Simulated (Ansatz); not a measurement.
ZnWO4:
```
ZnWO4
1.0
    4.66447     0.00000     0.00000
    0.00000     5.71521     0.00000
   -0.05030     0.00000     4.90797
Zn W O
2 2 8
Cartesian
  2.29451   3.87430   3.68098
  2.31966   1.84091   1.22699
 -0.03773   1.03642   3.68098
 -0.01258   4.67878   1.22699
  3.64899   0.60423   0.31972
  0.96518   5.11098   4.58825
  0.99033   0.60423   2.13427
  3.62384   5.11098   2.77370
  3.43376   2.14952   2.93013
  1.18041   3.56569   1.97784
  1.15526   2.14952   4.43183
  3.45891   3.56569   0.47614
```

Relaxed with PBEsol. Special points in fractions of this cell's reciprocal vectors: Γ (0.000, 0.000, 0.000); Z (0.000, 0.500, 0.000); D (0.000, 0.500, 0.500); B (0.000, 0.000, 0.500); A (-0.500, 0.000, 0.500); E (-0.500, 0.500, 0.500); C2 (-0.500, 0.500, 0.000); Y2 (-0.500, 0.000, 0.000).

**Question.** List the band energies nearest the valence-band maximum at these points for DFT-PBEsol in the program Ansatz with PAW potentials.

**Answer.** In eV from the valence-band maximum; about four levels below and three above (degenerate sets whole), none deeper than 8.9 eV; points with the same levels are listed once.

```
k                     below                above
--  -----------------------  -------------------
Γ   -0.78 -0.39 -0.37 -0.32  3.30 3.79 3.79 3.80
Z   -0.70 -0.60 -0.51 -0.05       2.85 3.74 3.92
D   -0.67 -0.67 -0.30 -0.30  3.35 3.35 3.95 3.95
B   -0.59 -0.59 -0.14 -0.14  3.37 3.37 3.78 3.78
A   -0.45 -0.45 -0.26 -0.26  3.64 3.64 3.89 3.89
E   -0.94 -0.94 -0.40 -0.40  3.62 3.62 3.88 3.88
C2  -0.74 -0.71 -0.52 -0.31       3.39 3.73 3.75
Y2  -0.52 -0.31 -0.24 -0.23       3.53 3.56 3.59
```

Space group P2/c. The first step of the workflow began from a Materials Project structure, measured or hypothetical; the Crystallography Open Database files this formula in space group No. 13, but the cells were not matched. Its standing as an ambient phase is unchecked. The cell was relaxed with PBEsol under the symmetry of its start; its stability against distortions is not shown here. The run is not spin-polarised. No Hubbard U is applied. Spin–orbit coupling is left out wherever it is not named.

Potentials: the later of the program's two PAW sets.
